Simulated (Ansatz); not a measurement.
# Re (diamond type) under strong compression

```
Re
1.0
     0.00000    2.79697    2.79697
     2.79697    0.00000    2.79697
     2.79697    2.79697    0.00000
Re
2
Direct
  0.87500 0.87500 0.87500
  0.12500 0.12500 0.12500
```

The cell comes from a relaxation on PAW files under the same functional, begun from a prototype that needn't be the stable phase.

Its volume is scaled at fixed shape and fractional positions.

Computed with Ansatz 0.2.0; functional PBEsol, scalar-relativistic. Settings: a Γ-centred 12×12×12 k mesh, Fermi–Dirac smearing of 0.05 eV, no spin polarisation. Methods: LAPW: all electrons, basis error target 1 meV/atom; PAW: frozen-core files, cutoff 420 eV; crystal datasets: all electrons, by PAW datasets that the program makes for each cell; norm-conserving: pseudopotentials, cutoff 980 eV; PAW (core large): files with a larger core, cutoff 420 eV.

Energies are extrapolated to zero smearing and count from the unscaled cell; pressure is positive in compression; gaps take the mesh and a band path. No temperature or zero-point motion is included.

Spin–orbit coupling is left out, which matters for the heavy atoms. The PAW files were made under PBE. The structure type is held throughout; the real material can change phase at far lower pressure.

```tsv
V/V0	V (Å³/atom)	P LAPW (GPa)	ΔE LAPW (eV/atom)	P PAW − LAPW (GPa)	ΔE PAW − LAPW (meV/atom)
1.00	21.88	0.01	0.000	-0.01	0.0
0.95	20.79	10.92	0.035	0.02	0.1
0.85	18.60	43.5	0.387	0.15	1.1
0.75	16.41	99.3	1.328	0.47	5.1
0.65	14.22	?	?	?	?
0.55	12.03	387.8	7.157	2.94	43.3
0.45	9.85	779.4	14.773	6.82	104.5
0.40	8.75	1143	21.247	11.11	164.2
```

Question: Fit the Vinet equation to the LAPW pressures shown (residuals weighted by 1/(|P| + 0.03·Pmax)), and predict the pressure of the withheld row.

Answer: The fit gives V0 = 21.92 Å³/atom, B0 = 178 GPa and B0′ = 4.71. At 14.22 Å³/atom, x = (V/V0)^(1/3) = 0.8658, and P = 3·B0·(1 − x)/x²·exp[1.5·(B0′ − 1)·(1 − x)] = 201.9 GPa. The run itself gave 198.9 GPa (+1.5 % off) and ΔE = 3.294 eV/atom.

Question: At the smallest volume, how far do crystal datasets and norm-conserving and PAW (core large) lie from LAPW in pressure?

Answer: crystal datasets: 0.00 GPa; norm-conserving: +5.81 GPa; PAW (core large): +11.11 GPa, on a LAPW pressure of 1143 GPa.

Question: How do the Löwdin populations by LAPW change from the unscaled cell to the last row?

Answer: Re 5s 1.97 → 1.86, Re 6s 1.08 → 0.83, Re 5p 5.98 → 5.82, Re 5d 5.88 → 6.41 electrons an atom. These are projections on the shells that the free atoms fill; 0.19 e a cell lies outside them at the start and 0.21 e at the end.
